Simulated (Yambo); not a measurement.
BSE-type run in Yambo on CaB₂C₂ (space group I4/mcm, No. 140), at zero momentum.

Quantum ESPRESSO step (PBEsol, PseudoDojo standard norm-conserving files, scalar-relativistic):
```
&CONTROL
  calculation = 'nscf'
  pseudo_dir = './pseudo'
  outdir = './out'
/
&SYSTEM
  ibrav = 0
  nat = 10
  ntyp = 3
  ecutwfc = 82.0
  ecutrho = 328.0
  occupations = 'fixed'
  force_symmorphic = .true.
  nbnd = 67
/
&ELECTRONS
  conv_thr = 1e-08
  diago_full_acc = .true.
  diago_thr_init = 1e-08
/
ATOMIC_SPECIES
B 10.8100 B.upf
C 12.0110 C.upf
Ca 40.0780 Ca.upf
CELL_PARAMETERS angstrom
 -2.674105000000   2.674105000000   3.703925000000
  2.674105000000  -2.674105000000   3.703925000000
  2.674105000000   2.674105000000  -3.703925000000
ATOMIC_POSITIONS crystal
B   0.361500000000   0.861500000000   0.223000000000
B   0.638500000000   0.138500000000   0.777000000000
B   0.861500000000   0.638500000000   0.500000000000
B   0.138500000000   0.361500000000   0.500000000000
C   0.659630000000   0.840370000000   0.500000000000
C   0.340370000000   0.159630000000   0.500000000000
C   0.840370000000   0.340370000000   0.180740000000
C   0.159630000000   0.659630000000   0.819260000000
Ca   0.750000000000   0.750000000000   0.000000000000
Ca   0.250000000000   0.250000000000   0.000000000000
K_POINTS automatic
4 4 4 0 0 0
```

Yambo input:
```
rim_cut
optics
bse
bss
dipoles
RandQpts= 1000000
RandGvec= 1 Ry
FFTGvecs= 40 Ry
BSKmod= "HARTREE"
BSEmod= "resonant"
BSSmod= "hs"
BSENGexx= 15 Ry
% KfnQP_E
 0.581 | 1.0 | 1.0 |
%
% BSEQptR
 1 | 1 |
%
% BSEBands
 14 | 36 |
%
% BEnRange
 0.0 | 8.7 | eV
%
% BDmRange
 0.15 | 0.15 | eV
%
BEnSteps= 174
% BLongDir
 1.0 | 0.0 | 0.0 |
%
BSHayTrs= -0.02
BSSNEig= 24
WRbsWF
```

From the report:

The dimension is k points × valence × conduction bands = 64 × 11 × 12 = 8448.
```
  [SLEPC] Approach                          : Krylov-Schur
  [SLEPC] Number of requested eigenvalues   :  24
  [SLEPC] Number of eigenvalues        [NEV]:  24
   [K] Dimension                                    :   8448
   [K] Bands                                        :   14   36
   [K] Exchange res                                 : yes
   [K] Correlation res                              : no
   [K] W interaction is bare                        : no
   [K] RL vectors exchange                          :   733
```

Geometry of the Materials Project entry, not relaxed at this level.

The structure is a Materials Project entry; no match was found in the copy of COD used, and its stability was not checked.
